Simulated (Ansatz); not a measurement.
Sn2GeTe3:
```
CELL_PARAMETERS angstrom
      4.35147     0.00000     0.00000
     -2.17574     3.76848     0.00000
      0.00000     0.00000    10.68643
ATOMIC_POSITIONS crystal
  Sn 0.33333 0.66667 0.82559
  Sn 0.66667 0.33333 0.17441
  Ge 0.00000 0.00000 0.50000
  Te 0.33333 0.66667 0.34918
  Te 0.66667 0.33333 0.65082
  Te 0.00000 0.00000 0.00000
```

Relaxed with PBEsol. Special points in fractions of this cell's reciprocal vectors: Γ (0.000, 0.000, 0.000); M (0.500, 0.000, 0.000); K (0.333, 0.333, 0.000); A (0.000, 0.000, 0.500); L (0.500, 0.000, 0.500); H (0.333, 0.333, 0.500).

Task: List the band energies nearest the Fermi level at these points for PBEsol with spin–orbit coupling in the plane-wave PAW code Ansatz.

Result: In eV from the Fermi level; about four levels below and three above (degenerate sets whole), none deeper than 8.9 eV; points with the same levels are listed once.

| k | below | above |
|---|---|---|
| Γ | -0.83 -0.83 -0.30 -0.30 | 0.52 0.52 0.76 0.76 |
| M | -1.88 -1.88 -1.69 -1.69 | 1.49 1.49 1.50 1.50 |
| K | -2.23 -2.23 -2.18 -2.18 | 2.01 2.01 2.12 2.12 |
| A | -0.93 -0.93 -0.06 -0.06 | 0.13 0.13 0.24 0.24 |
| L | -1.44 -1.44 -0.08 -0.08 | 0.06 0.06 0.25 0.25 |
| H | -0.78 -0.78 -0.77 -0.77 | 0.54 0.54 0.58 0.58 |

Space group P-3m1. The workflow started from a Materials Project entry (that database holds measured and hypothetical structures alike); the Crystallography Open Database copy checked does not list it. Whether it is the stable phase at ambient conditions was not checked. Symmetry was held in the PBEsol relaxation; of distortions, only those at the zone centre were tested, and some modes there are weakly imaginary. The Fermi level of a semimetal is unsure by some 0.05 eV on such meshes.

Potentials: the later of the program's two PAW sets.
